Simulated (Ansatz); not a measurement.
**Fields on a plane of Cd (hcp, Mg type)**

```yaml
crystal:
  lattice:
    - [2.94560, 0.00000, 0.00000]
    - [-1.47280, 2.55096, 0.00000]
    - [0.00000, 0.00000, 5.60346]
  atoms:
    - { symbol: Cd, position: [0.33333, 0.66667, 0.75000] }
    - { symbol: Cd, position: [0.66667, 0.33333, 0.25000] }
```

The slice is a (-1 1 0 2) plane (indices of the conventional cell) through the point (0.667, 0.333, 0.250) (fractional), spanned by u = [110] and v = [1 -1 1] in vectors of this cell: u (2.95 Å) and v (7.58 Å, at 90° to u). It covers one period; positions are fractions (u, v).

Atoms on it: Cd at (0.00, 0.00). Other atoms lie within 1 Å of the plane.

Method: PBEsol (plane waves to 420 eV, PAW, scalar-relativistic; Ansatz, an electronic-structure program). k mesh 18×18×9. Near the nuclei the fields are pseudised (PAW); where an atom keeps semicore shells as valence, they peak there. Cd was relaxed with its symmetry unable to fall. The PAW data are Ansatz's earlier set.

```
|xxxxxxxx0033553300xxxxxx|
|xxxxxxxx0055665500xxxxxx|
|xxxxxx00336677663300xxxx|
|xxxx002266888888662200xx|
|223344668899999988664433|
|667777889999999999887777|
|778888999999999999998888|
|777777889999999999887777|
|444455778899999988775544|
|000011447788998877441100|
|xxxx000055778877550000xx|
|xxxxxx00336677663300xxxx|
|xxxxxxxx2266776622xxxxxx|
|xxxxxxxx1166776611xxxxxx|
|xxxxxx00336677663300xxxx|
|xxxxxx00447777774400xxxx|
|000000336677777766330000|
|333344556666666666554433|
|666677666655555566667766|
|888888776655445566778888|
|999988775544444455778899|
|999988776655445566778899|
|999999887766556677889999|
|999999887777777777889999|
|999988888888888888888899|
|777777888888888888887777|
|223344667788998877664433|
|xxxx002266888888662200xx|
|xxxxxx00336677663300xxxx|
|xxxxxxxx0055665500xxxxxx|
|xxxxxxxx0033553300xxxxxx|
|xxxxxxxxxx335533xxxxxxxx|
```
Scale: ten equal steps from 0.00 (start of '0') to 8.01 (end of '9'), in the order '0123456789'. Values: electrostatic potential energy of an electron, from the cell's mean, in eV. The map has 12 points along u (two characters each, u = 0 at the left) and 32 along v (v = 0 in the bottom row). Points within 1 Å of a nucleus are blanked (x), as the pseudised field means little there. Values under 0 eV are set to 0. The zero, the cell's mean, hangs on the PAW cores.

```
|xxxx@@++::..::..::++@@xx|
|xx@@**==....::....==**@@|
|**++==::..::::::..::==++|
|--::......::::::......::|
|..    ..............    |
|  ........      ........|
|                        |
|                        |
|                        |
|::....    ......    ....|
|==--::..  ..::..  ..::--|
|++++==::..::--::..::==++|
|##**==::..::--::..::==**|
|##**==::..::==::..::==**|
|++++==::..--++--..::==++|
|==--::..::==++==::..::--|
|::::....--======--....::|
|......::----------::....|
|::::::::::::..::::::::::|
|::::::::..........::::::|
|..........      ........|
|                        |
|                        |
|                        |
|        ..........      |
|    ......::::::......  |
|..    ..::------::..    |
|----......--==--......--|
|**++==::..::==::..::==++|
|xx@@**--....--....--**@@|
|xxxx@@++::..::..::++@@xx|
|xxxxxx++::..::..::++xxxx|
```
Scale: ten equal steps from 0.15 (start of ' ') to 0.50 (end of '@'), in the order ' .:-=+*#%@'. Values: electron localisation function (ELF). The map has 12 points along u (two characters each, u = 0 at the left) and 32 along v (v = 0 in the bottom row). Points within 0.5 Å of a nucleus are blanked (x), as the pseudised field means little there.

Density on the Cd–Cd line (2.95 Å) at its midpoint: 0.21 e/Å³
ELF at that point: 0.24
